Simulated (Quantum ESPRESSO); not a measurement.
Field gradients of Ba$_{4}$Te$_{3}$Se from a PBE PAW density (pw.x of a modified build of Quantum ESPRESSO, JTH datasets) with the all-electron reconstruction of Petrilli and co-workers, 20 Ha, k-mesh 3×3×3 through Γ:

```xyz
8
Lattice="6.9922 0.0000 0.0000 0.0000 6.9922 0.0000 0.0000 0.0000 6.9922" Properties=species:S:1:pos:R:3 pbc="T T T"
Ba     0.0000     0.0000     0.0000
Se     3.4961     0.0000     0.0000
Ba     0.0000     3.4961     3.4961
Te     3.4961     3.4961     3.4961
Ba     3.4961     0.0000     3.4961
Te     0.0000     0.0000     3.4961
Ba     3.4961     3.4961     0.0000
Te     0.0000     3.4961     0.0000
```
The cell was made here from a computed Materials Project entry: one of 4 Te replaced by Se, cell and atoms relaxed (PBE without dispersion, pw.x of Quantum ESPRESSO, symmetry kept). The parent is BaTe in Fm-3m; whether this form has been observed was not checked. The swapped cell is a model, not a known phase. Stability against distortions was not tested.

Vzz is the sum of three terms, each taken along its main axis: the smooth valence density, the ions (nucleus and frozen core) with the augmentation charges of all other spheres, and the all-electron minus smooth density in the atom's own sphere. The split hangs on the datasets.  Cores are frozen. Ba, Te had no test against all-electron runs. Spin–orbit coupling is left out, a limit on Ba, Te.

```tsv
site	smooth valence density	ions and other spheres	own sphere	Vzz (a.u.)
Ba1 (atoms 1, 5, 7)	-0.001	0.001	?	?
Te (atoms 4, 6, 8)	0.000	0.000	?	?
```

**Question.** Complete the blanks.

**Answer.** 
- Ba1 (atoms 1, 5, 7), own sphere: 0.186
- Ba1 (atoms 1, 5, 7), Vzz (a.u.): 0.186
- Te (atoms 4, 6, 8), own sphere: 0.025
- Te (atoms 4, 6, 8), Vzz (a.u.): 0.025
